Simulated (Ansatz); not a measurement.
Starting cell, Zr (hcp, Mg type):

```xyz
4
Lattice="6.4625 0.0000 0.0000 -1.6156 2.7984 0.0000 0.0000 0.0000 5.1732" Properties=species:S:1:pos:R:3 pbc="T T T"
Zr     0.0000     1.8656     3.8799
Zr     3.2313     1.8656     3.8799
Zr     1.6156     0.9328     1.2933
Zr     4.8469     0.9328     1.2933
```

Scan: atom 4 (Zr, nearest neighbour Zr at 3.189 Å; its periodic images, 3.2 Å or more away, move with it) is displaced along Cartesian [110], direction (0.707, 0.707, 0.000) in Cartesian axes, by s. The other atoms stay.

All values below come from PBE (plane waves to 420 eV, PAW, scalar-relativistic; Ansatz, an electronic-structure program). k mesh 13×13×7 (Γ-centred), Fermi-Dirac smearing 0.05 eV. E stands for the smeared free energy. Left out: 4 of 11 points, with atoms too close for the PAW data. With partly filled bands, energies and forces of such displacements shift with the k mesh and the smearing. Zr is run without spin polarisation. Zr was relaxed with its symmetry unable to fall. ΔE is measured from the undisplaced structure.

Successive frames, forces in eV/Å:

```json
[
 {"frame": "s = -0.384 Å", "ΔE (meV/cell)": "375", "F on Zr1": "(-0.200, 0.033, 0.000)", "F on Zr2": "(0.092, -0.115, 0.000)", "F on Zr3": "(-1.397, -1.108, 0.000)", "F on Zr4": "(1.505, 1.190, 0.000)"},
 {"frame": "s = -0.192 Å", "ΔE (meV/cell)": "98", "F on Zr1": "(-0.104, 0.008, 0.000)", "F on Zr2": "(-0.016, -0.106, 0.000)", "F on Zr3": "(-0.678, -0.516, 0.000)", "F on Zr4": "(0.798, 0.614, 0.000)"},
 {"frame": "s = 0.000 Å", "ΔE (meV/cell)": "0", "F on Zr1": "(-0.002, -0.001, 0.000)", "F on Zr2": "(-0.002, -0.001, 0.000)", "F on Zr3": "(0.002, 0.001, 0.000)", "F on Zr4": "(0.002, 0.001, 0.000)"}
]
```

What are the energy and the forces in the next frame, s = 0.192 Å?

ΔE (meV/cell) = 95.

```csv
atom,Fx,Fy,Fz
Zr1,0.110,0.013,0.000
Zr2,-0.027,0.087,0.000
Zr3,0.684,0.505,0.000
Zr4,-0.766,-0.605,0.000
```

(For displaced atoms, the force is minus the slope of the energy, and its curvature is a force constant, which sets phonon frequencies.)
